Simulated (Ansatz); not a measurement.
The cell is ZrSnO4 on the sites of tetragonal HfO2 (relaxed group P-4m2); cell and atoms were relaxed with r2SCAN. It is tetragonal, P-4m2 (No. 115); a = 3.577 Å, c = 5.359 Å in the conventional setting, 11.43 Å³ an atom. Around Zr lie 8 O at 2.04–2.47 Å; around Sn lie 8 O at 2.04–2.47 Å; around O lie 2 Zr at 2.04 Å and 2 Sn at 2.47 Å; around O lie 2 Sn at 2.04 Å and 2 Zr at 2.47 Å.

```xyz
6
Lattice="3.5775 0.0000 0.0000 0.0000 3.5775 0.0000 0.0000 0.0000 5.3592" Properties=species:S:1:pos:R:3 pbc="T T T"
Zr    1.7887    1.7887    2.6796
Sn    0.0000    0.0000    0.0000
O     1.7887    0.0000    3.6604
O     0.0000    1.7887    4.3810
O     0.0000    1.7887    1.6988
O     1.7887    0.0000    0.9782
```

4 runs of Ansatz 0.2.0 on this cell differ in the functional (and in the settings that go with it). Levels are in eV from each run's valence top; v1 is the last filled band, c1 the first empty one.

Run A, mean stress +6.1 GPa (compression positive):

| point | v5 | v3 | v1 | c1 | c2 | c3 |
| --- | --- | --- | --- | --- | --- | --- |
| Γ | -0.90 | -0.27 | -0.12 | 2.01 | 4.80 | 5.58 |
| X | -1.55 | -1.27 | -0.34 | 4.50 | 4.88 | 5.31 |
| M | -1.09 | -0.44 | 0.00 | 4.42 | 5.37 | 6.15 |

Run B, mean stress -2.3 GPa (compression positive):

| point | v5 | v3 | v1 | c1 | c2 | c3 |
| --- | --- | --- | --- | --- | --- | --- |
| Γ | -1.05 | -0.39 | -0.25 | 4.11 | 7.16 | 7.92 |
| X | -1.71 | -1.57 | -0.48 | 6.85 | 7.18 | 7.69 |
| M | -1.37 | -0.57 | 0.00 | 6.75 | 7.76 | 8.48 |

Run C, mean stress -2.3 GPa (compression positive):

| point | v5 | v3 | v1 | c1 | c2 | c3 |
| --- | --- | --- | --- | --- | --- | --- |
| Γ | -1.05 | -0.39 | -0.25 | 3.39 | 6.39 | 7.15 |
| X | -1.70 | -1.56 | -0.47 | 6.09 | 6.42 | 6.91 |
| M | -1.36 | -0.57 | 0.00 | 5.98 | 6.98 | 7.71 |

Run D, mean stress 0.0 GPa (compression positive):

| point | v5 | v3 | v1 | c1 | c2 | c3 |
| --- | --- | --- | --- | --- | --- | --- |
| Γ | -0.93 | -0.30 | -0.16 | 2.54 | 5.32 | 6.09 |
| X | -1.59 | -1.35 | -0.37 | 5.11 | 5.36 | 5.83 |
| M | -1.15 | -0.47 | 0.00 | 4.96 | 5.85 | 6.70 |

Question: Match the runs to PBE, r2SCAN, HSE06, PBE0.

Answer: A is PBE, B is PBE0, C is HSE06, D is r2SCAN. In order of the gap: PBE 2.01, r2SCAN 2.54, HSE06 3.39, PBE0 4.11 eV. The stress vanishes for r2SCAN, which relaxed the cell.

All values are calculated for a non-magnetic cell, which may be hypothetical.

Spin-orbit coupling is left out, which matters wherever the heavy atoms make up the band edges.

The program warns that its thresholds are loose for a hybrid's stress.

The meshes of the hybrids are coarse, so their gaps aren't converged to the digits shown.
